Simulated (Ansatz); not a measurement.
Relaxed CdS (wurtzite):

```
CELL_PARAMETERS angstrom
      4.19618     0.00000     0.00000
     -2.09809     3.63400     0.00000
      0.00000     0.00000    13.65906
ATOMIC_POSITIONS crystal
  Cd 0.33333 0.66667 0.49958
  Cd 0.33333 0.66667 0.99958
  Cd 0.66667 0.33333 0.24958
  Cd 0.66667 0.33333 0.74958
  S  0.33333 0.66667 0.18782
  S  0.33333 0.66667 0.68782
  S  0.66667 0.33333 0.43782
  S  0.66667 0.33333 0.93782
```

The atoms are displaced by Q × the pattern below (from a DFPT mode at A = (0.0, 0.0, 0.5), largest move 1; Q in Å), at fixed cell. It is one choice among 2 degenerate patterns. (q is in reciprocal vectors of the primitive cell; the cell shown is doubled to hold the pattern.)

```json
[
 {"atom": "Cd1", "x": "0.000", "y": "0.000", "z": "0.459"},
 {"atom": "Cd2", "x": "0.000", "y": "0.000", "z": "-0.459"},
 {"atom": "Cd3", "x": "0.000", "y": "0.000", "z": "-1.000"},
 {"atom": "Cd4", "x": "0.000", "y": "0.000", "z": "1.000"},
 {"atom": "S5", "x": "0.000", "y": "0.000", "z": "-0.647"},
 {"atom": "S6", "x": "0.000", "y": "0.000", "z": "0.647"},
 {"atom": "S7", "x": "0.000", "y": "0.000", "z": "-0.459"},
 {"atom": "S8", "x": "0.000", "y": "0.000", "z": "0.459"}
]
```

Method: PBE (plane waves to 420 eV, PAW, scalar-relativistic; Ansatz, a program for electronic structure). k mesh 9×9×3 (Γ-centred), Fermi-Dirac smearing 0.05 eV. E stands for the smeared free energy. CdS was relaxed with its symmetry unable to fall. The zero of ΔE is the undisplaced structure.

| Q (Å) | ΔE (meV/cell) |
|---|---|
| -0.2800 | 397 |
| -0.2333 | 275 |
| -0.1867 | 176 |
| -0.1400 | withheld |
| -0.0933 | 44 |
| -0.0467 | 11 |
| 0.0000 | 0 |
| 0.0467 | 11 |
| 0.0933 | 44 |
| 0.1400 | withheld |
| 0.1867 | 176 |
| 0.2333 | 275 |
| 0.2800 | 397 |

Task: Fit an even polynomial form (powers 2, 4) to the given rows and predict ΔE at Q = 0.1400.

Result: Least squares on the 11 given rows: ΔE = (5036)·Q² + (352.1)·Q⁴, in meV/cell with Q in Å; root-mean-square residual 0.1 meV/cell. At 0.1400 the fit gives 99 meV/cell; the calculation gives 99 meV/cell, the same to the digits shown. The quadratic term alone would give 99 meV/cell.

(For displaced atoms, the force is minus the slope of the energy, and its curvature is a force constant, which sets phonon frequencies.)
